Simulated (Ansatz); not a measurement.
A geometry of PtSe2 away from equilibrium: step 2 of the relaxation of a generated cell, PtSe2 placed in the AFLOW prototype A2B_oC12_36_2a_a (C24, as in HgBr2). These are PBE (plane waves to 420 eV, PAW, scalar-relativistic; Ansatz, an electronic-structure program) values and carry that method's errors. Γ-centred k-mesh 7×7×2 on the run's cell (coarser than for final values), Fermi–Dirac smearing 0.05 eV.

```xyz
6
Lattice="1.9965 -2.9856 0.0000 1.9965 2.9856 0.0000 0.0000 0.0000 10.8857" Properties=species:S:1:pos:R:3:forces:R:3 pbc="T T T" free_energy=-46919.597 pressure_GPa=-0.4
Se     1.9965    -1.0416     5.3678    0.0000   -0.2272   -1.9466
Se     1.9965     1.0416    -0.0751    0.0000    0.2272   -1.9466
Se     1.9965    -2.6627     7.0925    0.0000   -1.2668    3.0761
Se     1.9965     2.6627     1.6496    0.0000    1.2668    3.0761
Pt     1.9965    -0.7458     9.3112    0.0000   -1.8646   -1.1294
Pt     1.9965     0.7458     3.8683    0.0000    1.8646   -1.1294
```

Positions in Å, forces in eV/Å, free energy of the cell in eV (comparable only within this code, potentials and settings). Largest force: 3.33 eV/Å, on Se3, Se4 (atoms numbered as listed); the geometry lies 0.86 eV/atom above the end of its relaxation.

No spin polarisation in the result. Without a van der Waals term the distances between weakly bound units are poorly fixed.

The run could not lose the symmetry of its start, so the end can be a saddle point.

The end of the path is a generated cell of PtSe2: the first start was made by placing the elements on the sites of a structure type, and the end was not matched to a known phase here, so it may be hypothetical. Known forms of PtSe2 include space group No. 164.
